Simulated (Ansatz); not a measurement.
Computed with DFT PBE, scalar-relativistic, plane waves, PAW (Ansatz). All cells share a 420 eV cutoff and Γ-centred k meshes spaced at most about 0.3 Å⁻¹ (about 0.25 or finer for metals, 2π included). Collinear spin in cells that started with moments and kept them past the coarse steps, no spin elsewhere.

Temperature and zero-point effects are left out.

Compare these two cells of HfVO4, each relaxed at this level.

A. (site moments V 3.0 μB)

```xyz
6
Lattice="5.3221 0.0000 0.0000 0.0000 5.3221 0.0000 0.0000 0.0000 5.8267" Properties=species:S:1:pos:R:3 pbc="T T T"
Hf    0.0000    0.0000    2.9133
V     0.0000    0.0000    0.0000
O     1.9905    0.0000    2.9133
O     3.3317    0.0000    2.9133
O     0.0000    1.9905    2.9133
O     0.0000    3.3317    2.9133
```

B. (site moments Hf 0.3; V 2.5; O 0.5 (×4) μB)

```xyz
6
Lattice="0.0000 3.1408 3.1408 3.1408 0.0000 3.1408 3.1408 3.1408 0.0000" Properties=species:S:1:pos:R:3 pbc="T T T"
Hf    4.7112    4.7112    4.7112
V     0.0000    0.0000    0.0000
O     2.3562    2.3562    2.3562
O     2.3562    3.9254    3.9254
O     3.9254    3.9254    2.3562
O     3.9254    2.3562    3.9254
```

Question: Which is lower in energy, and by how much?

Answer: A is lower, by 0.34 eV/atom. A has space group P4/mmm (No. 123), 27.5 Å³/atom and no gap on its mesh; B has space group F-43m (No. 216), 10.3 Å³/atom and no gap. Counting O atoms around Hf and V (those within 1.25 times the shortest such distance or 1.15 times the sum of covalent radii, 1.27 where that leaves under three; the shortest distance is added where it exceeds 1.18 times the sum of covalent radii), A has Hf 4, V 8 from 3.5 Å and B has Hf 12, V 12 from 2.6 Å. A holds O–O pairs (shortest 1.34 Å, as in superoxide); in B the shortest O–O distance is 2.22 Å. The lower one is the more open, so pressure narrows the difference. In A, Hf has 4 O at 1.99 Å and 2 V at 2.91 Å; V has 2 Hf at 2.91 Å and 8 O at 3.53 Å; O has 1 O at 1.34 Å, 1 Hf at 1.99 Å, 2 O at 2.81 Å, 1 Hf at 3.33 Å and 2 V at 3.53 Å. In B, around Hf lie 12 O at 2.60 Å and 4 V at 2.72 Å; around V lie 12 O at 2.60 Å and 4 Hf at 2.72 Å; around O lie 6 O at 2.22 Å, 3 Hf at 2.60 Å and 3 V at 2.60 Å. Both come from invented guesses. A third cell relaxed alike, in Cmmm, lies 2.72 eV/atom below the lower of the two.

These runs have no spin–orbit coupling, which can matter for Hf. In such compounds of V a zero gap at this level may well be an artefact, since no Hubbard U is applied. Another magnetic order may lie lower. Cells relaxed within their symmetry can be saddle points.
